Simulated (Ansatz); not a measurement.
AlRu:
```
AlRu
1.0
    3.00403     0.00000     0.00000
    0.00000     3.00403     0.00000
    0.00000     0.00000     3.00403
Ru Al
1 1
Direct
  0.00000   0.00000   0.00000
  0.50000   0.50000   0.50000
```

Relaxed with PBE. Special points in fractions of this cell's reciprocal vectors: Γ (0.000, 0.000, 0.000); X (0.000, 0.500, 0.000); M (0.500, 0.500, 0.000); R (0.500, 0.500, 0.500).

Q: List the band energies nearest the Fermi level at these points for PBE (plane waves, PAW; program Ansatz).

A: In eV from the Fermi level; about four levels below and three above (degenerate sets whole), none deeper than 8.9 eV; points with the same levels are listed once.

| k | below | above |
|---|---|---|
| Γ | -3.50 -3.50 | 0.18 0.18 0.18 |
| X | -5.46 -2.71 -1.57 -1.57 | 0.42 2.25 7.42 |
| M | -1.35 -1.35 -1.14 -1.14 | 1.51 5.23 6.11 |
| R | -4.56 -4.56 -4.56 | 1.60 1.60 2.51 |

Space group Pm-3m (CsCl type). Symmetry was held in the PBE relaxation. No spin polarisation was allowed. Scalar-relativistic: spin–orbit coupling is off unless named, which matters more the heavier the elements.

Potentials: the later of the program's two PAW sets.
